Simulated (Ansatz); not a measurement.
LiCl:
```cif
data_ClLi
_chemical_formula_sum 'Li1 Cl1'
_space_group_name_H-M_alt 'P 1'
_space_group_IT_number 1
_cell_length_a 3.58062
_cell_length_b 3.58062
_cell_length_c 3.58062
_cell_angle_alpha 60.000
_cell_angle_beta 60.000
_cell_angle_gamma 60.000
loop_
_space_group_symop_operation_xyz
  'x, y, z'
loop_
_atom_site_label
_atom_site_type_symbol
_atom_site_fract_x
_atom_site_fract_y
_atom_site_fract_z
_atom_site_occupancy
Li1 Li 0.00000 0.00000 0.00000 1
Cl1 Cl 0.50000 0.50000 0.50000 1
```

Relaxed with PBEsol.

Decompose the optical modes at the zone centre into irreducible representations, and say which are infrared and Raman allowed.

Point group m-3m: Γ_opt = T1u. Infrared: T1u. Raman: none.

Assign frequencies (DFPT, plane-wave PAW PBEsol (Ansatz code); without the LO–TO term).

T1u 206 cm⁻¹.

Space group Fm-3m (rock salt). The cell was relaxed with PBEsol under the symmetry of its start; of distortions, only those at the zone centre were tested.

Potentials: the later of the program's two PAW sets.
